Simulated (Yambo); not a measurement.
Yambo run on a free-standing Li2WS4 monolayer (symmetry P-42m, slab cell 15.5 Å high). The wavefunctions are norm-conserving PBEsol (Quantum ESPRESSO, 74 Ry, scalar-relativistic) ones on a 2×2×1 mesh (22 occupied bands); a = 5.9748 Å, b = 5.9748 Å, c = 15.5000 Å, α = 90.00°, β = 90.00°, γ = 90.00°.

Yambo input:

```
rim_cut
gw0
dyson
el_el_corr
HF_and_locXC
ppa
em1d
rim_w
RandQpts= 1000000
RandGvec= 2 Ry
CUTGeo= "slab z"
EXXRLvcs= 74 Ry
VXCRLvcs= 296 Ry
Chimod= "HARTREE"
% BndsRnXp
 4 | 153 |
%
NGsBlkXp= 5 Ry
% LongDrXp
 1.0 | 1.0 | 0.0 |
%
RandGvecW= 294 mRy
PPAPntXp= 27.2114 eV
% GbndRnge
 1 | 100 |
%
GTermKind= "BG"
DysSolver= "n"
ExtendOut
% QPkrange
 1 | 1 | 23 | 23 |
 2 | 2 | 22 | 23 |
%
```

k points by index: 1 = Γ, 2 = X.

Resulting energies as the program prints them:

```
#    K-point    Band    Eo [eV]    E [eV]    E-Eo [eV]    Vxc [eV]    Vnlxc [eV]    Sc|Eo [eV]    Sc|E [eV]    dSc/dw|Eo [eV]    Re(Z)    Im(Z)
#
    1    23    2.307617    4.437931    2.130313    -14.30343    -9.505712    -2.197542    -2.667407    -6.001325    0.819303    -0.001759
    2    22    0.000000    -1.097758    -1.097758    -12.46928    -15.10334    1.270427    1.536302    -6.589796    0.805039    -0.001709
    2    23    2.459830    4.561212    2.101382    -14.09429    -9.379393    -2.150410    -2.613516    -5.996434    0.819423    -0.001737
```
(The two width columns are left out.) Convergence of these settings isn't established.

Spin-orbit coupling is not included.

Geometry relaxed with PBEsol.

This is a model layer cut from the bulk structure; whether it is stable on its own was not checked.
